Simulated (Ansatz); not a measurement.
Computed frozen-phonon scan: Cs2AgBiBr6 (double-perovskite type, space group Fm-3m)

Relaxed Cs2AgBiBr6 (double-perovskite type, space group Fm-3m):

```
CELL_PARAMETERS angstrom
      0.00000     5.73848     5.73848
      5.73848     0.00000     5.73848
      5.73848     5.73848     0.00000
ATOMIC_POSITIONS crystal
  Cs 0.25000 0.25000 0.25000
  Cs 0.75000 0.75000 0.75000
  Ag 0.50000 0.50000 0.50000
  Bi 0.00000 0.00000 0.00000
  Br 0.74863 0.25137 0.25137
  Br 0.25137 0.74863 0.74863
  Br 0.25137 0.74863 0.25137
  Br 0.74863 0.25137 0.74863
  Br 0.25137 0.25137 0.74863
  Br 0.74863 0.74863 0.25137
```

The atoms are displaced by Q × the pattern below (from a DFPT mode at Γ, largest move 1; Q in Å), at fixed cell. It is one choice among 3 degenerate patterns.

```csv
atom,x,y,z
Br7,0.000,0.000,-1.000
Br8,0.000,0.000,1.000
Br9,0.000,1.000,0.000
Br10,0.000,-1.000,0.000
```

Atoms not listed stay in place.

Level of theory: PBE (plane waves to 420 eV, PAW, scalar-relativistic; Ansatz, a quantum-chemistry and plane-wave program). k mesh 5×5×5 (Γ-centred), fixed occupations. Compression counts positive. Cs2AgBiBr6 was relaxed with its symmetry unable to fall. Spin-orbit coupling is left out, though Bi is heavy. The zero of ΔE is the undisplaced structure.

```json
[
 {"Q (Å)": "-0.660", "ΔE (meV/cell)": "94.3", "P (GPa)": "-0.29", "−dE/dQ from forces (eV/Å)": "0.737"},
 {"Q (Å)": "-0.550", "ΔE (meV/cell)": "33.2", "P (GPa)": "-0.23", "−dE/dQ from forces (eV/Å)": "0.394"},
 {"Q (Å)": "-0.440", "ΔE (meV/cell)": "3.6", "P (GPa)": "-0.16", "−dE/dQ from forces (eV/Å)": "0.162"},
 {"Q (Å)": "-0.330", "ΔE (meV/cell)": "-6.0", "P (GPa)": "-0.10", "−dE/dQ from forces (eV/Å)": "0.027"},
 {"Q (Å)": "-0.220", "ΔE (meV/cell)": "-5.3", "P (GPa)": "-0.04", "−dE/dQ from forces (eV/Å)": "-0.029"},
 {"Q (Å)": "-0.110", "ΔE (meV/cell)": "-1.7", "P (GPa)": "-0.01", "−dE/dQ from forces (eV/Å)": "-0.029"},
 {"Q (Å)": "0.000", "ΔE (meV/cell)": "0.0", "P (GPa)": "0.00", "−dE/dQ from forces (eV/Å)": "0.000"},
 {"Q (Å)": "0.110", "ΔE (meV/cell)": "-1.7", "P (GPa)": "-0.01", "−dE/dQ from forces (eV/Å)": "0.029"},
 {"Q (Å)": "0.220", "ΔE (meV/cell)": "-5.3", "P (GPa)": "-0.04", "−dE/dQ from forces (eV/Å)": "0.029"},
 {"Q (Å)": "0.330", "ΔE (meV/cell)": "-6.0", "P (GPa)": "-0.10", "−dE/dQ from forces (eV/Å)": "-0.027"},
 {"Q (Å)": "0.440", "ΔE (meV/cell)": "3.6", "P (GPa)": "-0.16", "−dE/dQ from forces (eV/Å)": "-0.162"},
 {"Q (Å)": "0.550", "ΔE (meV/cell)": "33.2", "P (GPa)": "-0.23", "−dE/dQ from forces (eV/Å)": "-0.394"},
 {"Q (Å)": "0.660", "ΔE (meV/cell)": "94.3", "P (GPa)": "-0.29", "−dE/dQ from forces (eV/Å)": "-0.737"}
]
```

Key numbers:

```
Quantity                                                                                                                       Result
-----------------------------------------------------------  ------------------------------------------------------------------------
Energy at Q = 0.660 Å                                                                                                   94.3 meV/cell
Space group of the distorted cell                                                                   I4/m (No. 87), lowered from Fm-3m
Symmetry of the curve                                                                                   even: the same for both signs
Shape of the curve                                           a double well: the undisplaced structure is a maximum between two minima
Position of the deepest minimum (fit)                                                                                0.29 Å from zero
Depth of the well (fit)                                                                                 6.5 meV/cell, cell held fixed
Harmonic wavenumber from the curvature (finite differences)                                                                  16i cm⁻¹
```

The 13 points together took around 24 core-minutes (rough).

(For displaced atoms, the force is minus the slope of the energy, and its curvature is a force constant, which sets phonon frequencies.)
